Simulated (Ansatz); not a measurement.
Structure: Ga4As3N, ordered on the zincblende lattice (I-42m) with 8 atoms a cell, at its r2SCAN minimum. Space group I-42m (No. 121), tetragonal; conventional cell a = 5.388 Å, c = 10.614 Å, 19.26 Å³ an atom. N is surrounded by 4 Ga at 2.01 Å; Ga is surrounded by 1 N at 2.01 Å and 3 As at 2.42–2.50 Å; As is surrounded by 4 Ga at 2.42 Å; As is surrounded by 4 Ga at 2.50 Å.

```
CELL_PARAMETERS angstrom
-2.69405 2.69405 5.30683
2.69405 -2.69405 5.30683
2.69405 2.69405 -5.30683
ATOMIC_POSITIONS crystal
N 0.00000 0.00000 0.00000
Ga 0.67573 0.67573 0.57576
As 0.25000 0.75000 0.50000
Ga 0.90003 0.32427 0.00000
As 0.50000 0.50000 0.00000
Ga 0.09997 0.09997 0.42424
As 0.75000 0.25000 0.50000
Ga 0.32427 0.90003 0.00000
```

3 runs of Ansatz on this cell differ in the functional (and in the settings that go with it). Levels are in eV from each run's valence top; v1 is the last filled band, c1 the first empty one.

Run A, mean stress +0.4 GPa (compression positive):

| point | v4 | v3 | v2 | v1 | c1 | c2 |
| --- | --- | --- | --- | --- | --- | --- |
| Γ | -2.72 | -0.04 | -0.04 | 0.00 | 0.93 | 2.62 |
| X | -1.05 | -0.56 | -0.48 | -0.38 | 1.41 | 3.17 |
| P | -1.44 | -1.44 | -0.53 | -0.42 | 2.37 | 3.24 |
| N | -2.25 | -1.94 | -1.82 | -0.48 | 3.78 | 3.91 |

Run B, mean stress +0.1 GPa (compression positive):

| point | v4 | v3 | v2 | v1 | c1 | c2 |
| --- | --- | --- | --- | --- | --- | --- |
| Γ | -2.77 | -0.04 | -0.04 | 0.00 | 1.54 | 3.26 |
| X | -1.08 | -0.58 | -0.48 | -0.39 | 2.04 | 3.81 |
| P | -1.46 | -1.46 | -0.54 | -0.43 | 3.03 | 3.89 |
| N | -2.30 | -1.98 | -1.87 | -0.50 | 4.45 | 4.59 |

Run C, mean stress 0.0 GPa (compression positive):

| point | v4 | v3 | v2 | v1 | c1 | c2 |
| --- | --- | --- | --- | --- | --- | --- |
| Γ | -2.61 | -0.04 | -0.04 | 0.00 | 0.52 | 2.27 |
| X | -1.00 | -0.56 | -0.52 | -0.39 | 0.98 | 2.72 |
| P | -1.42 | -1.42 | -0.53 | -0.43 | 1.90 | 2.74 |
| N | -2.14 | -1.89 | -1.73 | -0.51 | 3.31 | 3.45 |

Question: Match the runs to r2SCAN, HSE06, PBE0.

Answer: A is HSE06, B is PBE0, C is r2SCAN. In order of the gap: r2SCAN 0.52, HSE06 0.93, PBE0 1.54 eV.

Spin-unpolarised throughout. Whether this structure exists isn't addressed.

Spin-orbit coupling is left out.

The stress of a hybrid is loosely converged in these runs.

The meshes of the hybrids are coarse, so their gaps aren't converged to the digits shown.
